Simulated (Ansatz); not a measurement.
**La₂Si₂O₃, a known structure type with other elements, at an estimated volume**

```
O Si La
1.0
     2.77692    1.60325    4.41981
    -2.77692    1.60325    4.41981
     0.00000   -3.20651    4.41981
O Si La
3 2 2
Direct
  0.00000 0.00000 0.50000
  0.50000 0.00000 0.00000
  0.00000 0.50000 0.00000
  0.24013 0.24013 0.24013
  0.75987 0.75987 0.75987
  0.00000 0.00000 0.00000
  0.50000 0.50000 0.50000
```

Level: r2SCAN, no spin polarisation; 500 eV; 8×8×8 Γ-centred mesh; gaussian occupations (width 0.2956 eV); Ansatz 0.2.0, fixed geometry.

What is the formation energy?

-1.84 eV an atom against the elements' usual phases (free molecules for gases, crystals otherwise, with no correction for O₂ or N₂), so it is bound against them; other compounds may still compete. Relaxing would lower it.

Is the cell too large or too small?

The pressure is -6.6 GPa (compression positive), so with the atoms held at these fractions the cell would first shrink; the forces are large, so a full relaxation may end otherwise. The principal stresses -8.8, -8.8, -2.1 GPa differ, so its shape would change too.

Give the Bader charges.

Bader charges in e: La +1.46 to +1.51, Si +1.04, O -1.68. In the mean La gives up most and O takes most.

Is there a gap?

It is a metal, with about 3.3 states/eV a cell as the mean within 0.25 eV of the Fermi level, mostly La d (51 %), Si p (16 %) and La f (13 %).

Which atom feels the largest force, and which way?

The largest is on Si4 (and as large on other atoms): 2.81 eV/Å, components (0.00, 0.00, 2.81). It makes 121° with the line to a nearest neighbour, O3 at 1.88 Å.

Origin: a known structure type with other elements, at an estimated volume, so it need not be a known compound. Caveats: many states at the Fermi level without spin polarisation, so a magnetic state may lie lower; atoms or cell far from equilibrium; wide smearing; f levels without a U or exact exchange are poorly placed.
